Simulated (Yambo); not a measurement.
G0W0@PBEsol for BaO (rock salt, space group Fm-3m, No. 225) in Yambo. Reference settings: 4×4×4 Γ-centred k mesh, 98 bands and a 10 Ry block in the screening, 98 bands in G with the Bruneval-Gonze terminator, plasmon pole fitted at 27.2 eV. The PBEsol gap X → X on this mesh is 1.84 eV; G0W0 gaps are taken between the same points.

| change from the reference | G0W0 gap X → X (eV) | shift of the valence edge (eV) |
|---|---|---|
| reference settings | 3.13 | -0.83 |
| 61 bands in G | 3.16 | -0.85 |
| 34 bands in G | … | -0.85 |
| no random integration | 3.07 | -0.61 |
| 8 Ry block | 3.10 | -0.79 |
| 1 Ry block | … | -1.03 |
| pole fitted at 15 eV | 3.12 | -0.74 |
| 61 bands in G, no terminator | 2.88 | -0.44 |

Question: Estimate the withheld gaps from the other rows; the computed values follow.

Answer: 
- 34 bands in G, G0W0 gap X → X (eV): 3.20
- 1 Ry block, G0W0 gap X → X (eV): 3.62

The reference isn't shown to be the converged limit.

Geometry relaxed with PBEsol; primitive cell a = 3.879 Å, b = 3.879 Å, c = 3.879 Å, α = 60.00°, β = 60.00°, γ = 60.00°.

A shift is the quasiparticle energy of the state minus its PBEsol energy.
